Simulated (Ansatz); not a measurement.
Ge:
```cif
data_Ge2
_chemical_formula_sum 'Ge2'
_space_group_name_H-M_alt 'P 1'
_space_group_IT_number 1
_cell_length_a 3.99828
_cell_length_b 3.99828
_cell_length_c 3.99828
_cell_angle_alpha 60.000
_cell_angle_beta 60.000
_cell_angle_gamma 60.000
loop_
_space_group_symop_operation_xyz
  'x, y, z'
loop_
_atom_site_label
_atom_site_type_symbol
_atom_site_fract_x
_atom_site_fract_y
_atom_site_fract_z
_atom_site_occupancy
Ge1 Ge 0.75000 0.75000 0.75000 1
Ge2 Ge 0.50000 0.50000 0.50000 1
```

This is the r²SCAN+D4-relaxed structure.

**Question.** All from r²SCAN+D4 in the plane-wave PAW code Ansatz, unless another level is named. Predict the electron effective mass.

**Answer.** 0.021 mₑ (isotropic).

**Question.** Give the hole effective mass with spin–orbit coupling, band 1 of 2 at the edge.

**Answer.** 0.20 along [100], 0.36 along [110], 0.50 along [111] (mₑ).

**Question.** Next, the valence-band maximum?

**Answer.** at Γ.

Space group Fd-3m (diamond). The cell was relaxed with r²SCAN+D4 under the symmetry of its start. The volume moved by -24 % from the start of the relaxation. Spin–orbit coupling is left out wherever it is not named.

Potentials: the earlier of the program's two PAW sets.

Edges and masses are those of Kohn–Sham bands, whose gap is no quasiparticle gap.
